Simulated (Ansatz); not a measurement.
MgO: modes and screening against the lattice constant

All numbers below come from DFT PBEsol, scalar-relativistic, plane waves, PAW (Ansatz). Cutoff 420 eV, 8×8×8 k-points (Γ-centred), fixed occupations. No spin polarisation. Phonons by linear response, acoustic sum rule imposed.

The cell is fixed (symmetry leaves no force on the atoms) and stands under 0.0 GPa:
```xyz
2
Lattice="0.0000 2.1070 2.1070 2.1070 0.0000 2.1070 2.1070 2.1070 0.0000" Properties=species:S:1:pos:R:3 pbc="T T T"
Mg    0.0000    0.0000    0.0000
O     2.1070    2.1070    2.1070
```

The cell is the ideal cubic rocksalt prototype.

Task: How do the optical zone-centre modes (counted from the lowest optical one, degenerate ones once; i marks imaginary ones; without the LO field) and the screening change over a = 4.038, 4.214 and 4.272 Å (k meshes 10×10×10, 8×8×8, 10×10×10)?

Result:
| a (Å) | 4.038 | 4.214 | 4.272 |
| --- | --- | --- | --- |
| pressure (GPa) | 26.2 | 0.0 | -5.9 |
| gap on the mesh (eV) | 5.95 | 4.62 | 4.24 |
| ε∞ | 3.12 | 3.25 | 3.30 |
| ε0 | 7.5 | 10.4 | 11.8 |
| mode 1 (cm⁻¹) | 510 | 388 | 350 |